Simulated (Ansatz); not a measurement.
Space group P4/nmm:1 (No. 129). a = 3.987 Å, b = 3.987 Å, c = 5.322 Å, α = 90.00°, β = 90.00°, γ = 90.00°
| atom | site | symmetry | x | y | z |
| --- | --- | --- | --- | --- | --- |
| Pb | 2c | 4mm | 0.0000 | 0.5000 | 0.2232 |
| O | 2a | -4m2 | 0.0000 | 0.0000 | 0.0000 |

Equation of state of this PbO structure (not necessarily the ground state), with shape and atoms relaxed at each volume where symmetry leaves them free. Theory: DFT r2SCAN, scalar-relativistic, plane waves, PAW (Ansatz).

Cutoff 500 eV; k points 8×8×6 on the computed 4-atom cell (Γ-centred); Gaussian smearing, width 0.02 eV; no spin polarisation.

```json
{"V (Å³/atom)": "19.881", "E − E(largest V) (meV/atom)": "2.06", "P (GPa)": "1.17", "gap on mesh (eV)": "1.55"}
{"V (Å³/atom)": "20.516", "E − E(largest V) (meV/atom)": "-1.24", "P (GPa)": "0.53", "gap on mesh (eV)": "1.69"}
{"V (Å³/atom)": "21.150", "E − E(largest V) (meV/atom)": "-2.25", "P (GPa)": "0.03", "gap on mesh (eV)": "1.83"}
{"V (Å³/atom)": "21.785", "E − E(largest V) (meV/atom)": "-1.66", "P (GPa)": "-0.29", "gap on mesh (eV)": "1.98"}
{"V (Å³/atom)": "22.419", "E − E(largest V) (meV/atom)": "0.00", "P (GPa)": "-0.50", "gap on mesh (eV)": "2.13"}
```

**Question.** Fit a third-order Birch–Murnaghan equation to E(V).

**Answer.** V0 = 21.20 Å³/atom, B0 = 13 GPa, B0' = 11.7. B0' is unusual or poorly fixed by this range.

Spin-orbit coupling is left out, which matters for the bands of heavy elements.

Cost: 5 runs of about 7.3 core-minutes in all, on Arm Neoverse V2 (shared hosts).